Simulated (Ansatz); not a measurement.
MgO:
```yaml
crystal:
  lattice:
    - [0.00000, 2.10090, 2.10090]
    - [2.10090, 0.00000, 2.10090]
    - [2.10090, 2.10090, 0.00000]
  atoms:
    - { symbol: Mg, position: [0.00000, 0.00000, 0.00000] }
    - { symbol: O, position: [0.50000, 0.50000, 0.50000] }
```

Relaxed with HSE06. Special points in fractions of this cell's reciprocal vectors: Γ (0.000, 0.000, 0.000); X (0.500, 0.000, 0.500); U (0.625, 0.250, 0.625); K (0.375, 0.375, 0.750); L (0.500, 0.500, 0.500); W (0.500, 0.250, 0.750).

Question: List the band energies nearest the valence-band maximum at these points for plane-wave PAW HSE06 (Ansatz code).

Answer: In eV from the valence-band maximum; about four levels below and three above (degenerate sets whole), none deeper than 8.9 eV; … stands for higher levels left out; points with the same levels are listed once.

```json
[
 {"k": "Γ", "below": "0.00 0.00 0.00", "above": "6.56 …"},
 {"k": "X", "below": "-4.38 -1.47 -1.47", "above": "10.88 …"},
 {"k": "U", "below": "-3.75 -2.90 -1.25", "above": "11.99 …"},
 {"k": "L", "below": "-4.95 -0.72 -0.72", "above": "9.75 …"},
 {"k": "W", "below": "-3.17 -3.17 -1.90", "above": "…"}
]
```

Space group Fm-3m (rock salt). The cell was relaxed with HSE06 under the symmetry of its start. The volume moved by -17 % from the start of the relaxation. The hybrid was solved on a coarse mesh, the path and, where they were found, the r²SCAN edge points; its band edges are the extreme levels among these.

Potentials: the later of the program's two PAW sets.
